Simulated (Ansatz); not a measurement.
# Two inputs for CdSe with potassium replacing Cd

This input was run with Ansatz:

```yaml
crystal:
  lattice:
    - [8.6, 0.0, 0.0]
    - [-4.3, 7.4478184726, 0.0]
    - [0.0, 0.0, 14.04]
  atoms:
    - { symbol: K, position: [0.1666666666, 0.3333333334, 0.0], spin: 1.0 }
    - { symbol: Cd, position: [0.1666666666, 0.3333333334, 0.5] }
    - { symbol: Cd, position: [0.1666666666, 0.8333333334, 0.0] }
    - { symbol: Cd, position: [0.1666666666, 0.8333333334, 0.5] }
    - { symbol: Cd, position: [0.6666666666, 0.3333333334, 0.0] }
    - { symbol: Cd, position: [0.6666666666, 0.3333333334, 0.5] }
    - { symbol: Cd, position: [0.6666666666, 0.8333333334, 0.0] }
    - { symbol: Cd, position: [0.6666666666, 0.8333333334, 0.5] }
    - { symbol: Cd, position: [0.3333333334, 0.1666666666, 0.25] }
    - { symbol: Cd, position: [0.3333333334, 0.1666666666, 0.75] }
    - { symbol: Cd, position: [0.3333333334, 0.6666666666, 0.25] }
    - { symbol: Cd, position: [0.3333333334, 0.6666666666, 0.75] }
    - { symbol: Cd, position: [0.8333333334, 0.1666666666, 0.25] }
    - { symbol: Cd, position: [0.8333333334, 0.1666666666, 0.75] }
    - { symbol: Cd, position: [0.8333333334, 0.6666666666, 0.25] }
    - { symbol: Cd, position: [0.8333333334, 0.6666666666, 0.75] }
    - { symbol: Se, position: [0.1666666666, 0.3333333334, 0.1925] }
    - { symbol: Se, position: [0.1666666666, 0.3333333334, 0.6925] }
    - { symbol: Se, position: [0.1666666666, 0.8333333334, 0.1925] }
    - { symbol: Se, position: [0.1666666666, 0.8333333334, 0.6925] }
    - { symbol: Se, position: [0.6666666666, 0.3333333334, 0.1925] }
    - { symbol: Se, position: [0.6666666666, 0.3333333334, 0.6925] }
    - { symbol: Se, position: [0.6666666666, 0.8333333334, 0.1925] }
    - { symbol: Se, position: [0.6666666666, 0.8333333334, 0.6925] }
    - { symbol: Se, position: [0.3333333334, 0.1666666666, 0.4425] }
    - { symbol: Se, position: [0.3333333334, 0.1666666666, 0.9425] }
    - { symbol: Se, position: [0.3333333334, 0.6666666666, 0.4425] }
    - { symbol: Se, position: [0.3333333334, 0.6666666666, 0.9425] }
    - { symbol: Se, position: [0.8333333334, 0.1666666666, 0.4425] }
    - { symbol: Se, position: [0.8333333334, 0.1666666666, 0.9425] }
    - { symbol: Se, position: [0.8333333334, 0.6666666666, 0.4425] }
    - { symbol: Se, position: [0.8333333334, 0.6666666666, 0.9425] }
magnetization:
  spin_polarized: true
kpoints:
  mp_grid: { grid: [3, 3, 2] }
scf:
  occupations: { method: tetrahedron_uncorrected }
  lower_state_search: light
hamiltonian:
  xc: pbe
  pseudopotentials: { kind: paw }
output:
  forces: true
  stress: true
  populations: true
  efg: { quadrupole_moments_barn: { K: 0.0603 }, contact_densities: true }
```

```sh
ansatz run input.yaml --threads 4 --pin off --max-ram 10240MiB --backend cpu --events-out ev --progress --plain --runs-dir out
```

It converged. Of its output the block on the nuclei alone is shown, without the SCF iterations, energies, forces and stress (one atom of each set, the first 14 sets):

```
--- PAW observables at the nuclei: V_zz in 10²¹ V/m², potentials from the cell's mean, atoms counted from 1 ---
  atom   1  K  V_zz =    -0.607341   η = 0.0000   by run symmetry: allowed   C_q = -0.8855 MHz
            electrostatic potential = -2068.576591 V   contact ρ = 34772.198957 e/Å³   contact ρ_s (e/Å³): all electrons -0.017296, valence +0.006260
  atom   2  Cd V_zz =    +3.118101   η = 0.0000   by run symmetry: allowed
            electrostatic potential = -7704.021422 V   contact ρ = 1035910.441058 e/Å³   contact ρ_s (e/Å³): all electrons -0.088972, valence -0.084968
  atom   3  Cd V_zz =    +2.969382   η = 0.4779   by run symmetry: allowed
            electrostatic potential = -7704.103910 V   contact ρ = 1035910.907844 e/Å³   contact ρ_s (e/Å³): all electrons -0.560087, valence -0.534793
  atom   4  Cd V_zz =    +3.006120   η = 0.0059   by run symmetry: allowed
            electrostatic potential = -7704.029137 V   contact ρ = 1035910.728128 e/Å³   contact ρ_s (e/Å³): all electrons -0.077177, valence -0.073391
  atom   9  Cd V_zz =    +3.440241   η = 0.4759   by run symmetry: allowed
            electrostatic potential = -7704.145464 V   contact ρ = 1035910.870181 e/Å³   contact ρ_s (e/Å³): all electrons -0.075029, valence -0.070984
  atom  10  Cd V_zz =    +2.233331   η = 0.0809   by run symmetry: allowed
            electrostatic potential = -7704.028278 V   contact ρ = 1035910.510207 e/Å³   contact ρ_s (e/Å³): all electrons -0.275555, valence -0.261044
  atom  15  Cd V_zz =    +3.156143   η = 0.0000   by run symmetry: allowed
            electrostatic potential = -7704.056378 V   contact ρ = 1035910.727400 e/Å³   contact ρ_s (e/Å³): all electrons -0.062699, valence -0.060084
  atom  16  Cd V_zz =    +2.814390   η = 0.0000   by run symmetry: allowed
            electrostatic potential = -7704.007983 V   contact ρ = 1035910.532230 e/Å³   contact ρ_s (e/Å³): all electrons -0.108589, valence -0.103445
  atom  17  Se V_zz =   -19.667315   η = 0.0000   by run symmetry: allowed
            electrostatic potential = -4710.271127 V   contact ρ = 262876.788174 e/Å³   contact ρ_s (e/Å³): all electrons -0.025939, valence -0.050388
  atom  18  Se V_zz =    -2.541697   η = 0.0000   by run symmetry: allowed
            electrostatic potential = -4709.593399 V   contact ρ = 262877.053833 e/Å³   contact ρ_s (e/Å³): all electrons -0.037502, valence -0.071672
  atom  19  Se V_zz =    -1.698802   η = 0.4956   by run symmetry: allowed
            electrostatic potential = -4709.713659 V   contact ρ = 262876.551199 e/Å³   contact ρ_s (e/Å³): all electrons -0.022111, valence -0.031251
  atom  20  Se V_zz =    -2.487523   η = 0.6529   by run symmetry: allowed
            electrostatic potential = -4709.644527 V   contact ρ = 262876.719789 e/Å³   contact ρ_s (e/Å³): all electrons -0.027056, valence -0.054503
  atom  25  Se V_zz =    -2.436756   η = 0.1211   by run symmetry: allowed
            electrostatic potential = -4709.683134 V   contact ρ = 262876.690785 e/Å³   contact ρ_s (e/Å³): all electrons -0.010688, valence -0.024447
  atom  26  Se V_zz =   -10.461646   η = 0.3763   by run symmetry: allowed
            electrostatic potential = -4710.020967 V   contact ρ = 262879.794424 e/Å³   contact ρ_s (e/Å³): all electrons -0.070152, valence -0.274473
```

Q: Can these gradients be trusted, and how do they compare with a run on standard settings?

A: As results of these settings, within the limits told below. Against the standard input the change is `scf.lower_state_search`: not typed → light; `scf.occupations.width`: 0.01 → not typed; `scf.occupations.method`: fermi_dirac → tetrahedron_uncorrected. A site carries the number of its first atom; V_zz in 10²¹ V/m².

| site | atom | V_zz standard | η standard | V_zz here | η here |
| --- | --- | --- | --- | --- | --- |
| K | 1 | -0.45 | 0.00 | -0.61 | 0.00 |
| Cd3 | 3 | 3.08 | 0.43 | 2.97 | 0.48 |
| Cd9 | 9 | 3.41 | 0.52 | 3.44 | 0.48 |
| Cd10 | 10 | 2.09 | 0.10 | 2.23 | 0.08 |
| Se17 | 17 | -20.9 | 0.00 | -19.67 | 0.00 |
| Se18 | 18 | -2.61 | 0.00 | -2.54 | 0.00 |
| Se19 | 19 | -1.90 | 0.46 | -1.70 | 0.50 |
| Se20 | 20 | -2.63 | 0.54 | -2.49 | 0.65 |
| Se25 | 25 | -2.74 | 0.12 | -2.44 | 0.12 |
| Se26 | 26 | -11.86 | 0.34 | -10.46 | 0.38 |
| Se31 | 31 | -1.85 | 0.00 | -1.77 | 0.00 |
| Se32 | 32 | -1.66 | 0.00 | -1.58 | 0.00 |

The largest change of V_zz is on Se26, from -11.86 to -10.46. In per cent, |V_zz| changes by -4 to +7 on Cd, -12 to -2 on Se (all sites that start above 2). The table leaves out 4 of the 16 sites, with |V_zz| up to 3.16; their tensors move by 0.05 at most along any direction. The statements above cover all sites. The absolute magnetisation of the cell goes from 0.7 to 0.9 μB. SCF iterations: 22 and 21. New warnings: band table not solved further.

On the reference run: The defect repeats with the cell of 32 atoms, so it feels its images: sites between two images don't show the values beside a lone defect, and zeros or small values of η there can come from the images' arrangement. Cd and Se carry a gradient in the pure host already, so the values there aren't the defect's effect alone. The defect cell has no gap above 0.1 eV on its mesh, so the values can hang on the smearing and the k-mesh. Without spin–orbit coupling (the program notes it for Cd) the gradients can shift by some per cent, and by up to a factor of two as the program warns, since there is no gap. The run lost most of its start moments on K; a state with other moments may lie lower. The neighbours have not yet relaxed around the defect (largest force 2.2 eV/Å), and relaxing can change the values around it severalfold.
